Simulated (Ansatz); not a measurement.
Relaxed candidate structures of RbAu:

A. P6₃/mmc (No. 194), hP4; a = 6.053 Å, b = 6.053 Å, c = 7.066 Å, α = 90.00°, β = 90.00°, γ = 120.00°; Au 2c (0.333, 0.667, 0.250); Rb 2d (0.667, 0.333, 0.250)

B. Cmcm (No. 63), oS8, AFLOW prototype AB_oC8_63_c_c (B33, as in CrB); a = 4.913 Å, b = 12.447 Å, c = 4.951 Å, α = 90.00°, β = 90.00°, γ = 90.00°; Au 4c (0.000, 0.435, 0.250); Rb 4c (0.000, 0.141, 0.250)

C. P6₃/mmc (No. 194), hP8; a = b = 5.956 Å, c = 9.541 Å, α = β = 90.00°, γ = 120.00°; Au 4f (0.333, 0.667, 0.102); Rb 2d (0.667, 0.333, 0.250); Rb 2b (0.000, 0.000, 0.250)

D. I4₁/amd, origin choice 1 (No. 141), tI16, AFLOW prototype AB_tI16_141_e_e (B_g, as in BMo); a = 4.921 Å, b = 4.921 Å, c = 25.115 Å, α = 90.00°, β = 90.00°, γ = 90.00°; Au 8e (0.000, 0.000, 0.342); Rb 8e (0.000, 0.000, 0.195)

E. F-43m (No. 216), cF8, zinc blende type; a = b = c = 7.9379 Å, α = β = γ = 90.00°; Rb 4a (0.000, 0.000, 0.000); Au 4c (0.250, 0.250, 0.250)

Task: Put the candidates in order of energy per atom, lowest first, for PBE (plane waves to 420 eV, PAW, scalar-relativistic; Ansatz, a program for electronic structure).

Result: B (reference, the lowest among the structures calculated here), D (+0.005 eV/atom), A (+0.087 eV/atom), E (+0.140 eV/atom), C (+0.20 eV/atom)

 2 generated cells of layers, chains or molecules, poorly bound without dispersion, are left out. Each run could gain symmetry but not lose that of its start, so entries can be saddle points. Known forms of RbAu include space group No. 221. That form is not among the structures calculated here. All of these are generated cells (placed on structure types, drawn at random, substituted or restacked) that were not matched to a known phase here. Static energies at zero pressure. No spin polarisation in the result. Spin-orbit coupling is missing; with elements this heavy it can move band edges by tenths of an eV or more.
